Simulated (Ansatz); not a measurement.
BeS:
```cif
data_Be2S2
_chemical_formula_sum 'Be2 S2'
_space_group_name_H-M_alt 'P 1'
_space_group_IT_number 1
_cell_length_a 3.29997
_cell_length_b 3.29997
_cell_length_c 5.25472
_cell_angle_alpha 90.000
_cell_angle_beta 90.000
_cell_angle_gamma 120.000
loop_
_space_group_symop_operation_xyz
  'x, y, z'
loop_
_atom_site_label
_atom_site_type_symbol
_atom_site_fract_x
_atom_site_fract_y
_atom_site_fract_z
_atom_site_occupancy
Be1 Be 0.00000 0.00000 0.00000 1
Be2 Be 0.00000 0.00000 0.50000 1
S1 S 0.33333 0.66667 0.25000 1
S2 S 0.66667 0.33333 0.75000 1
```

Relaxed with r²SCAN.

Q: Which orbitals make up the states near the band edges in DFT-r²SCAN in the program Ansatz with PAW potentials?

A: Top 1 eV of the valence band: S 3p 95 %. Bottom 1 eV of the conduction band: Be 2s 78 %, outside the projected shells 17 %. Projections are on Löwdin-orthogonalised atomic valence shells; empty p or d shells of many metals are not among them.

Q: Tabulate the density of states.

A: States/eV per cell of 4 atoms, in 0.25 eV bins, energy from the valence-band maximum.

```csv
E (eV),total,S 3p,Be 2s,S 3s
-7.85,0.00,0.00,0.00,0.00
-7.60,0.00,0.00,0.00,0.00
-7.35,0.49,0.39,0.08,0.01
-7.10,1.38,1.07,0.25,0.04
-6.85,2.06,1.57,0.37,0.08
-6.60,1.85,1.47,0.26,0.07
-6.35,1.97,1.59,0.23,0.09
-6.10,1.62,1.31,0.16,0.10
-5.85,1.53,1.25,0.12,0.10
-5.60,1.39,1.12,0.12,0.10
-5.35,1.16,0.94,0.09,0.08
-5.10,1.65,1.39,0.09,0.08
-4.85,1.86,1.60,0.09,0.08
-4.60,1.51,1.28,0.07,0.08
-4.35,1.36,1.16,0.06,0.07
-4.10,1.35,1.16,0.05,0.06
-3.85,1.50,1.30,0.04,0.06
-3.60,1.67,1.47,0.04,0.06
-3.35,1.77,1.57,0.03,0.05
-3.10,1.67,1.49,0.03,0.04
-2.85,1.83,1.62,0.04,0.04
-2.60,1.65,1.45,0.06,0.03
-2.35,1.82,1.60,0.06,0.03
-2.10,1.98,1.76,0.05,0.03
-1.85,2.10,1.89,0.05,0.03
-1.60,2.06,1.87,0.04,0.03
-1.35,2.36,2.17,0.04,0.02
-1.10,2.57,2.41,0.03,0.01
-0.85,2.09,1.99,0.01,0.01
-0.60,1.18,1.13,0.00,0.00
-0.35,0.50,0.48,0.00,0.00
-0.10,0.09,0.08,0.00,0.00
0.15,0.00,0.00,0.00,0.00
0.40,0.00,0.00,0.00,0.00
0.65,0.00,0.00,0.00,0.00
0.90,0.00,0.00,0.00,0.00
1.15,0.00,0.00,0.00,0.00
1.40,0.00,0.00,0.00,0.00
1.65,0.00,0.00,0.00,0.00
1.90,0.03,0.00,0.03,0.00
2.15,0.12,0.00,0.10,0.00
2.40,0.17,0.01,0.14,0.00
2.65,0.22,0.01,0.16,0.00
2.90,0.30,0.02,0.21,0.00
3.15,0.72,0.07,0.45,0.01
3.40,1.13,0.12,0.66,0.03
3.65,1.25,0.13,0.63,0.03
3.90,1.20,0.12,0.50,0.03
4.15,1.36,0.14,0.47,0.04
4.40,1.55,0.15,0.42,0.04
4.65,1.98,0.17,0.39,0.05
4.90,2.90,0.20,0.39,0.07
5.15,2.91,0.21,0.36,0.07
5.40,2.48,0.19,0.29,0.06
5.65,2.36,0.17,0.21,0.05
5.90,3.12,0.22,0.25,0.07
6.15,2.74,0.20,0.20,0.04
6.40,2.56,0.20,0.20,0.05
6.65,1.95,0.17,0.17,0.03
```

Space group P6_3/mmc (NiAs type). The start of the workflow was typed in or built on a structure type; neither database checked (COD, Materials Project) lists it. COD files the formula under space group No. 216, so this cell is another polymorph or a model. Whether it is the stable phase at ambient conditions was not checked. Symmetry was held in the r²SCAN relaxation; whether a distortion lowers the energy is not shown.

Potentials: the earlier of the program's two PAW sets.
